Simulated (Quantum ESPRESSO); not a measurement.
Al6InGaAs8, convergence and cost over cutoff and k mesh

Simulated, not a measurement. The program is pw.x of Quantum ESPRESSO 7.5 (plane-wave density functional theory). The cell is made up: 16 atoms on a doubled zincblende/diamond lattice, with randomly drawn elements, strain and displacements, not relaxed. PseudoDojo standard norm-conserving files (v0.5 for PBE, v0.4.1 for LDA and PBEsol) set the functional; there is no spin polarisation, spin-orbit coupling or dispersion term, and the masses in the input are unused placeholders.

Input of the run in row 4:

```
&control calculation='scf', pseudo_dir='./dojo.nc.sr.pbe.v0_5.standard.upf', outdir='./o', disk_io='low', tprnfor=.true., tstress=.true. /
&system ibrav=0, nat=16, ntyp=4, nbnd=88, ecutwfc=84.00895049, nosym=.true., tot_charge=0,
 occupations='smearing', smearing='fd', degauss=0.0018374661
/
&electrons conv_thr=7.350e-09, electron_maxstep=60, /
ATOMIC_SPECIES
Al 1.0 Al.upf
As 1.0 As.upf
Ga 1.0 Ga.upf
In 1.0 In.upf
CELL_PARAMETERS angstrom
5.7564 0.0 0.0
0.0 5.7564 0.0
0.0 0.0 11.5129
ATOMIC_POSITIONS angstrom
Al 0.0142 0.0895 0.0381
Al -0.0967 2.7962 3.0034
Al 2.8024 0.0559 2.8651
In 2.7589 2.9362 -0.0286
Ga 0.0726 0.0711 5.7057
Al 0.0666 2.8723 8.6605
Al 2.8372 0.1081 8.6866
Al 2.9805 2.868 5.8096
As 1.4231 1.5048 1.47
As 1.384 4.1712 4.3938
As 4.4281 1.4439 4.3929
As 4.3531 4.3733 1.4963
As 1.2949 1.4197 7.0748
As 1.4525 4.3164 10.1045
As 4.3829 1.4639 10.1318
As 4.4625 4.3029 7.1218
K_POINTS automatic
4 4 2 1 1 1
```

The same cell was run at these settings. Meshes are shifted by half a step, and differences are from the last row, which is itself not exact.

| cutoff (eV) | k mesh | k points solved | threshold (eV) | free energy less the last row's (eV) | pressure (GPa) | largest stress difference (GPa) | largest force difference (eV/Å) | iterations | wall time (s) | k-point pools | processor |
| --- | --- | --- | --- | --- | --- | --- | --- | --- | --- | --- | --- |
| 800 | 2 x 2 x 2 | 4 | 1e-04 | 20.366 | -73.69 | 75.89 | 0.045 | 9 | 246 | 1 | AMD EPYC, Zen 5 class |
| 1143 | 1 x 1 x 1 | 1 | 1e-07 | 4.910 | 4.07 | 2.26 | 0.194 | 12 | 104 | 4 | AMD EPYC, Zen 5 class |
| 844 | 4 x 4 x 2 | 16 | 1e-07 | 9.155 | -38.19 | 40.36 | 0.012 | 12 | 142 | 4 | AMD EPYC, Zen 5 class |
| 1143 | 4 x 4 x 2 | 16 | 1e-07 | 0.018 | 2.18 | 0.00 | 0.002 | 12 | 278 | 4 | AMD EPYC, Zen 5 class |
| 1437 | 6 x 6 x 4 | 72 | 1e-07 | 0.000 | 2.18 | 0.00 | 0.000 | 12 | 1309 | 4 | AMD EPYC, Zen 5 class |

Each pool is one process. Wall times include start-up and a band step at six k points, which weighs most on the coarsest meshes. The runs were on shared virtual cores whose load varied, so times are rough.